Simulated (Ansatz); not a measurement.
Pt (fcc, Cu type)

```
CELL_PARAMETERS angstrom
      0.00000     3.97027     3.97027
      1.98513     0.00000     1.98513
      1.98513     1.98513     0.00000
ATOMIC_POSITIONS crystal
  Pt 0.00000 0.00000 0.00000
  Pt 0.50000 0.00000 0.00000
```

A phonon eigenvector at L = (0.5, 0.0, 0.0) is frozen into this cell: atom i moves by Q times the vector below, so Q is the largest atomic displacement, in Å. The cell is held. It is one choice among 2 degenerate patterns. (q is in reciprocal vectors of the primitive cell; the cell shown is doubled to hold the pattern.)

```
atom       x       y       z
----  ------  ------  ------
Pt1   -0.285   0.520  -0.805
Pt2    0.285  -0.520   0.805
```

These are PBE (plane waves to 420 eV, PAW, scalar-relativistic; Ansatz, a program for electronic structure) values and carry that method's errors. k mesh 10×20×20 (Γ-centred), Fermi-Dirac smearing 0.05 eV. E stands for the smeared free energy. Compression counts positive. With partly filled bands, energies and forces of such displacements shift with the k mesh and the smearing. Pt is run without spin polarisation. Pt was relaxed with its symmetry unable to fall. Spin-orbit coupling is left out, though Pt is heavy. ΔE is measured from the undisplaced structure.

| Q (Å) | ΔE (eV/cell) | P (GPa) | −dE/dQ from forces (eV/Å) |
|---|---|---|---|
| -0.100 | 0.0535 | 1.0 | 0.980 |
| -0.083 | 0.0381 | 0.7 | 0.861 |
| -0.067 | 0.0249 | 0.5 | 0.719 |
| -0.050 | 0.0142 | 0.3 | 0.557 |
| -0.033 | 0.0064 | 0.1 | 0.380 |
| -0.017 | 0.0016 | 0.0 | 0.193 |
| 0.000 | 0.0000 | 0.0 | 0.000 |
| 0.017 | 0.0016 | 0.0 | -0.193 |
| 0.033 | 0.0064 | 0.1 | -0.380 |
| 0.050 | 0.0142 | 0.3 | -0.557 |
| 0.067 | 0.0249 | 0.5 | -0.719 |
| 0.083 | 0.0381 | 0.7 | -0.861 |
| 0.100 | 0.0535 | 1.0 | -0.980 |

Summary:

The energy at Q = 0.100 Å is 53.5 meV/cell. Space group of the distorted cell: P-1 (No. 2), lowered from Fm-3m. Symmetry of the curve: even: the same for both signs. Shape of the curve: a single well with its minimum at or next to zero displacement. Harmonic wavenumber from the curvature (finite differences): 90 cm⁻¹. Wavenumber by perturbation theory (DFPT, on another k mesh): 90 cm⁻¹.

(For displaced atoms, the force is minus the slope of the energy, and its curvature is a force constant, which sets phonon frequencies.)
